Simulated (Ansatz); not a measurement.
HfO₂:
```xyz
6
Lattice="3.6043 0.0000 0.0000 0.0000 3.6043 0.0000 0.0000 0.0000 5.2646" Properties=species:S:1:pos:R:3 pbc="T T T"
Hf     0.0000     0.0000     0.0000
Hf     1.8022     1.8022     2.6323
O      0.0000     1.8022     1.0175
O      0.0000     1.8022     3.6497
O      1.8022     0.0000     1.6148
O      1.8022     0.0000     4.2471
```

Relaxed with PBE.

Task: Give the Bader charges and basin volumes of the independent atoms, DFT-PBE in the program Ansatz with PAW potentials.

Result: 

```json
[
 {"atom": "Hf1", "Bader charge (e)": "+2.66", "Bader volume (Å³)": "10.2"},
 {"atom": "O3", "Bader charge (e)": "-1.33", "Bader volume (Å³)": "12.0"}
]
```

Space group P4_2/nmc. This is a known high-temperature phase of the composition, computed here at zero pressure and temperature. Symmetry was held in the PBE relaxation; phonons show weakly imaginary modes. The run is not spin-polarised. Spin–orbit coupling is left out wherever it is not named.

Potentials: the later of the program's two PAW sets.
